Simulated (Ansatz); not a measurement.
A relaxed structure of Bi is spoiled in several ways and relaxed again each time (noise and exchanges are one random draw each; squeezed and stretched starts keep its symmetry, which their runs cannot lower; pressure is positive under compression). Level of theory: PBEsol (plane waves to 420 eV, PAW, scalar-relativistic; Ansatz, an electronic-structure program).

Space group R-3m, hexagonal axes (No. 166); a = 4.526 Å, b = 4.526 Å, c = 11.648 Å, α = 90.00°, β = 90.00°, γ = 120.00°

```
atom  site  symmetry       x       y       z
----  ----  --------  ------  ------  ------
Bi      6c        3m  0.0000  0.0000  0.2368
```
(The calculation used a cell of 2 atoms; values per cell refer to that cell.)

| change | first pressure (GPa) | largest first force (eV/Å) | released (eV/atom) | moves | outcome | final group | E − E(parent) (eV/atom) |
|---|---|---|---|---|---|---|---|
| squeezed uniformly to 80 % of its volume | 19.0 | 1.10 | 0.33 | 9 | returns to the parent | R-3m | 0.00 |
| deformed by the Cartesian strain tensor (xx, yy, zz, yz, xz, xy) = (-0.001, 0.025, -0.075, -0.038, 0.000, -0.080) | 3.8 | 0.60 | 0.12 | 18 | returns to the parent | C2/m (nearly R-3m) | 0.00 |
| with every coordinate shifted by Gaussian noise of σ = 0.2 Å | -1.2 | 0.30 | 0.02 | 8 | returns to the parent | R-3m | 0.00 |

First-step values come from each run's starting, coarser k-mesh (9×9×9, 10×9×9). The runs use different k-meshes, so differences are rounded accordingly. No spin polarisation in the result.
